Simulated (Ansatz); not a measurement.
YN in space group P6_3/mmc (No. 194; Y on 2c, N on 2d) under volume change, r²SCAN in the plane-wave PAW code Ansatz, shape and atoms relaxed at each volume.

| V (Å³/atom) | E − E(relaxed) (meV/atom) | P (GPa) |
|---|---|---|
| 15.603 | ? | ? |
| 16.118 | 29.4 | 9.62 |
| 16.632 | 7.0 | 4.45 |
| 17.146 | 0.0 | 0.01 |
| 17.661 | 6.2 | -3.81 |
| 18.175 | ? | ? |
| 18.690 | 51.2 | -9.90 |

**Question.** Some entries are withheld; supply them.

**Answer.** 
- 18.175, E − E(relaxed) (meV/atom): 23.9
- 18.175, P (GPa): -7.08
- 15.603, E − E(relaxed) (meV/atom): 69.7
- 15.603, P (GPa): 15.65

**Question.** What does a third-order Birch–Murnaghan fit give for V₀, B₀ and B′?

**Answer.** V₀ = 17.15 Å³/atom, B₀ = 137 GPa, B′ = 4.1.

The cell is a constructed one: a structure type filled with these elements; the Crystallography Open Database copy checked does not list it. COD files the formula under space group No. 225, so this cell is another polymorph or a model. Its standing as an ambient phase is unchecked. The cell was relaxed with r²SCAN under the symmetry of its start; whether a distortion lowers the energy is not shown. The run is not spin-polarised.

Potentials: the later of the program's two PAW sets.
